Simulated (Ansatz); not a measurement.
Mg4Te3Se:
Space group P-4m2 (No. 115); a = 4.4899 Å, b = 4.4899 Å, c = 12.6019 Å, α = 90.00°, β = 90.00°, γ = 90.00°

| atom | site | symmetry | x | y | z |
|---|---|---|---|---|---|
| Mg | 2g | 2mm. | 0.0000 | 0.5000 | 0.3924 |
| Mg | 2g | 2mm. | 0.5000 | 0.0000 | 0.1313 |
| Te | 2f | 2mm. | 0.5000 | 0.5000 | 0.2621 |
| Te | 1a | -4m2 | 0.0000 | 0.0000 | 0.0000 |
| Se | 1d | -4m2 | 0.0000 | 0.0000 | 0.5000 |

Relaxed with r²SCAN.

**Question.** Tabulate the valence density and the electron localisation function along the shortest Mg–Te contact (2.78 Å), plane-wave PAW r²SCAN (Ansatz code).

**Answer.** 

| distance from Mg (Å) | density (e/Å³) | ELF |
|---|---|---|
| 0.28 | 17.81 | 0.32 |
| 0.42 | 8.32 | 0.42 |
| 0.56 | 2.65 | 0.40 |
| 0.70 | 0.62 | 0.19 |
| 0.83 | 0.23 | 0.06 |
| 0.97 | 0.19 | 0.10 |
| 1.11 | 0.21 | 0.45 |
| 1.25 | 0.26 | 0.80 |
| 1.39 | 0.32 | 0.85 |
| 1.53 | 0.41 | 0.82 |
| 1.67 | 0.54 | 0.71 |
| 1.81 | 0.71 | 0.59 |
| 1.95 | 1.05 | 0.48 |
| 2.09 | 2.25 | 0.34 |
| 2.23 | 4.93 | 0.16 |
| 2.36 | 8.86 | 0.04 |
| 2.50 | 13.08 | 0.01 |

The density is the valence pseudo-density with augmentation charge, so density and ELF within about 1 Å of a nucleus are not all-electron values.

The workflow started from a Materials Project entry (that database holds measured and hypothetical structures alike); the Crystallography Open Database copy checked does not list it. Whether it is the stable phase at ambient conditions was not checked. Symmetry was held in the r²SCAN relaxation; its stability against distortions is not shown here. Scalar-relativistic: spin–orbit coupling is off unless named, which matters more the heavier the elements.

Potentials: the later of the program's two PAW sets.
